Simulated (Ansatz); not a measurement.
## Relaxing a structure of TiTe2

The start is a generated trial cell of TiTe2 in the AFLOW prototype A2B_tI6_139_d_a (L\'2). The cell and all atomic positions are relaxed at zero pressure with PBE (plane waves to 420 eV, PAW, scalar-relativistic; Ansatz, a first-principles code). The first steps use a coarse 6×6×6 k-mesh.

Starting cell:
```
TiTe2
1.0
   -2.56537     2.56537     3.14727
    2.56537    -2.56537     3.14727
    2.56537     2.56537    -3.14727
Te Ti
2 1
Direct
  0.75000   0.25000   0.50000
  0.25000   0.75000   0.50000
  0.00000   0.00000   0.00000
```

| Property | Value |
|---|---|
| Energy released | 0.05 eV/atom |
| Volume change | -1.4 %, from 27.62 to 27.22 Å³/atom |
| Shortest distances (start → end) | The closest pairs of elements (up to four, under 3.6 Å), start → end: Te–Ti 3.01 → 2.98 Å; Te–Te 3.15 → 3.44 Å |
| Band gap at the end | zero (metallic) |
| Optimiser moves | 8 |

Final structure:

```cif
data_Te8Ti4
_chemical_formula_sum 'Te8 Ti4'
_space_group_name_H-M_alt 'Fm-3m'
_space_group_IT_number 225
_space_group_name_Hall '-F 4 2 3'
_cell_length_a 6.88666
_cell_length_b 6.88666
_cell_length_c 6.88666
_cell_angle_alpha 90.000
_cell_angle_beta 90.000
_cell_angle_gamma 90.000
loop_
_atom_site_label
_atom_site_type_symbol
_atom_site_symmetry_multiplicity
_atom_site_Wyckoff_symbol
_atom_site_fract_x
_atom_site_fract_y
_atom_site_fract_z
_atom_site_occupancy
Te1 Te 8 c 0.25000 0.25000 0.25000 1
Ti1 Ti 4 a 0.00000 0.00000 0.00000 1
```
(The calculation used a cell of 3 atoms; values per cell refer to that cell.)

Final values are on a 12×12×12 k-mesh of the relaxed cell. No spin polarisation in the result. A magnetic state may lie lower.

The run could not lose the symmetry of its start: the end is stationary, and may be a saddle point rather than a minimum.

All atoms sit on sites fixed by symmetry, so only the cell could relax.

The relaxed structure here is a generated cell of TiTe2: the first start was made by placing the elements on the sites of a structure type, and the end was not matched to a known phase here, so it may be hypothetical. Known forms of TiTe2 include space group No. 164.
